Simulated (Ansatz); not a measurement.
YMnO₃:
```
YMnO3
1.0
    5.81976     0.00000     0.00000
    0.00000     7.37305     0.00000
    0.00000     0.00000     5.26799
Y Mn O
4 4 12
Direct
  0.41663   0.25000   0.98207
  0.91663   0.25000   0.51793
  0.58337   0.75000   0.01793
  0.08337   0.75000   0.48207
  0.00000   0.00000   0.00000
  0.50000   0.50000   0.50000
  0.00000   0.50000   0.00000
  0.50000   0.00000   0.50000
  0.03808   0.25000   0.11289
  0.53808   0.25000   0.38711
  0.96192   0.75000   0.88711
  0.46192   0.75000   0.61289
  0.32600   0.55379   0.20206
  0.82600   0.94621   0.29794
  0.67400   0.05379   0.79794
  0.17400   0.44621   0.70206
  0.67400   0.44621   0.79794
  0.17400   0.05379   0.70206
  0.32600   0.94621   0.20206
  0.82600   0.55379   0.29794
```
Starting moments (μB, in the order of the atoms Y Y Y Y Mn Mn Mn Mn O O O O O O O O O O O O): 0.0 0.0 0.0 0.0 3.7 3.7 3.7 3.7 0.1 0.1 0.1 0.1 0.1 0.1 0.1 0.1 0.1 0.1 0.1 0.1.

Relaxed with r²SCAN.

Q: Tabulate the valence density and the electron localisation function along the shortest Y–O contact (2.25 Å), r²SCAN (plane waves, PAW; program Ansatz).

A: 

```csv
distance from Y (Å),density (e/Å³),ELF
0.22,3.50,0.54
0.34,3.67,0.71
0.45,3.45,0.81
0.56,2.86,0.84
0.67,2.11,0.84
0.79,1.41,0.76
0.90,0.89,0.53
1.01,0.58,0.26
1.12,0.46,0.15
1.24,0.47,0.24
1.35,0.62,0.52
1.46,0.93,0.76
1.57,1.48,0.84
1.69,2.47,0.84
1.80,3.92,0.80
1.91,5.53,0.69
2.02,6.80,0.49
```

The density is the valence pseudo-density with augmentation charge, so density and ELF within about 1 Å of a nucleus are not all-electron values.

Space group Pnma. The cell is a constructed one: a structure type filled with these elements; the Crystallography Open Database copy checked does not list it. COD files the formula under space group No. 185, 194, so this cell is another polymorph or a model. Its standing as an ambient phase is unchecked. Symmetry was held in the r²SCAN relaxation; whether a distortion lowers the energy is not shown. The final state is ferromagnetic, chosen from 2 collinear starts compared on coarse meshes (ties went to the first, and starts can fall back to one state), not a proven ground state. The program gave a warning on the electronic state, which may not be the lowest. No Hubbard U is applied.

Potentials: the later of the program's two PAW sets.
